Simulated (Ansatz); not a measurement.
This run works on a generated trial structure, not on a known crystal.

Input and command of a plane-wave DFT calculation in Ansatz:

```yaml
crystal:
  lattice:
    - [5.88357, 0.0, 0.0]
    - [-2.941785, 5.09532108, 0.0]
    - [0.0, 0.0, 4.9421988]
  atoms:
    - { symbol: Li, position: [0.33333333, 0.66666667, 0.75] }
    - { symbol: Li, position: [0.66666667, 0.33333333, 0.25] }
    - { symbol: Ge, position: [0.0, 0.0, 0.0] }
    - { symbol: Ge, position: [0.0, 0.0, 0.5] }
    - { symbol: H, position: [0.83333333, 0.66666667, 0.75] }
    - { symbol: H, position: [0.33333333, 0.16666667, 0.75] }
    - { symbol: H, position: [0.83333333, 0.16666667, 0.75] }
    - { symbol: H, position: [0.16666667, 0.33333333, 0.25] }
    - { symbol: H, position: [0.66666667, 0.83333333, 0.25] }
    - { symbol: H, position: [0.16666667, 0.83333333, 0.25] }
basis:
  ecutwfc: 420
kpoints:
  mp_grid: { grid: [9, 9, 8] }
hamiltonian:
  xc: pbe
scf:
  occupations: { method: gaussian, width: 0.1 }
output:
  forces: true
  stress: true
  eigenvalues: true
  write_density: true
  write_potential: true
  elf: true
  volumetric_format: npy
relax:
  adjacent_minimum: "off"
  f_tol: 0.01
  max_steps: 80
  cell: { stress_tol: 0.05 }
```

```bash
ansatz run input.yaml --threads 1 --pin off --max-ram 2048MiB --backend cpu --events-out ev --progress --plain --runs-dir out
```

Processor: Arm Neoverse V1, 1 thread, on a host shared with other jobs.

Task: How long does it run, and how much memory does it take?

Result: About 3.9 min, peak memory 0.53 GiB. It solves 30 bands at 60 k points (after reduction by symmetry) with about 1875 plane waves (on the last cell), in 85 SCF iterations over 14 ionic steps.
